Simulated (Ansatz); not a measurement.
Relaxed Au (fcc, Cu type):

```yaml
crystal:
  lattice:
    - [4.08334, 0.00000, 0.00000]
    - [0.00000, 4.08334, 0.00000]
    - [0.00000, 0.00000, 4.08334]
  atoms:
    - { symbol: Au, position: [0.00000, 0.00000, 0.00000] }
    - { symbol: Au, position: [0.50000, 0.50000, 0.00000] }
    - { symbol: Au, position: [0.50000, 0.00000, 0.50000] }
    - { symbol: Au, position: [0.00000, 0.50000, 0.50000] }
```

In this cell atom 3 (Au, nearest neighbour Au at 2.887 Å; its periodic images, 4.1 Å or more away, move with it) is moved by s towards the nearest neighbour, unit vector (-0.707, -0.707, 0.000); all other atoms and the cell stay fixed.

Calculation: PBEsol (plane waves to 420 eV, PAW, scalar-relativistic; Ansatz, an electronic-structure program). k mesh 9×9×9 (Γ-centred), Fermi-Dirac smearing 0.05 eV. E stands for the smeared free energy. Compression counts positive. With partly filled bands, energies and forces of such displacements shift with the k mesh and the smearing. F∥ is the force on the atom along that direction. Au was relaxed with its symmetry unable to fall. Spin-orbit coupling is left out, though Au is heavy. The PAW data are Ansatz's earlier set. ΔE is measured from the undisplaced structure.

| s (Å) | F∥ (eV/Å) | P (GPa) | ΔE (eV/cell) |
|---|---|---|---|
| -0.580 | 7.660 | 16.9 | 1.621 |
| -0.464 | ___ | 10.1 | ___ |
| -0.348 | 2.996 | 5.4 | 0.460 |
| -0.232 | ___ | 2.3 | 0.190 |
| -0.116 | 0.794 | 0.5 | 0.045 |
| 0.000 | 0.000 | -0.1 | 0.000 |
| 0.116 | -0.794 | 0.5 | 0.045 |
| 0.232 | ___ | 2.3 | 0.190 |
| 0.348 | -2.996 | 5.4 | 0.460 |
| 0.464 | ___ | 10.1 | ___ |
| 0.580 | -7.660 | 16.9 | 1.621 |

Question: Some entries are withheld; supply them.

Answer: 
- -0.464, F∥ (eV/Å): 4.848
- -0.464, ΔE (eV/cell): 0.907
- -0.232, F∥ (eV/Å): 1.731
- 0.232, F∥ (eV/Å): -1.731
- 0.464, F∥ (eV/Å): -4.848
- 0.464, ΔE (eV/cell): 0.907

(A displaced cell: forces are minus the slopes of the energy, force constants its curvatures, and phonons follow from these.)
